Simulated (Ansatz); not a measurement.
Starting cell, KF (rock salt):

```xyz
2
Lattice="0.0000 2.7104 2.7104 2.7104 0.0000 2.7104 2.7104 2.7104 0.0000" Properties=species:S:1:pos:R:3 pbc="T T T"
F      0.0000     0.0000     0.0000
K      2.7104     2.7104     2.7104
```

Scan: atom 1 (F, nearest neighbour K at 2.710 Å; its periodic images, 3.8 Å or more away, move with it) is displaced towards the nearest neighbour, direction (-1.000, 0.000, 0.000) in Cartesian axes, by s. The other atoms stay.

The numbers are results of PBE (plane waves to 420 eV, PAW, scalar-relativistic; Ansatz, a quantum-chemistry and plane-wave program), not measurements. k mesh 9×9×9 (Γ-centred), Fermi-Dirac smearing 0.05 eV. F∥ is the force on the atom along that direction. KF was relaxed with its symmetry unable to fall. 

```csv
s (Å),F∥ (eV/Å)
-0.270,0.474
-0.216,0.341
-0.162,0.234
-0.108,0.146
-0.054,0.070
0.000,0.000
0.054,-0.070
0.108,-0.146
0.162,-0.234
0.216,-0.341
0.270,-0.474
```

Task: What is the force constant k = d²E/ds² of this move at s = 0?

Result: 1.27 eV/Å². The forces along the line at the two nearest points give (0.070 − (-0.070)) / (2·0.054) = 1.30 eV/Å²; the next pair corrects for the finite step.

Task: With two atoms in the cell this is the zone-centre optical mode. What wavenumber follows (transverse: no LO-TO term)?

Result: 165 cm⁻¹. Reduced mass μ = 12.79 u; ν̃ = 521.5·√(k/μ) with k = 1.27 eV/Å².

(For displaced atoms, the force is minus the slope of the energy, and its curvature is a force constant, which sets phonon frequencies.)
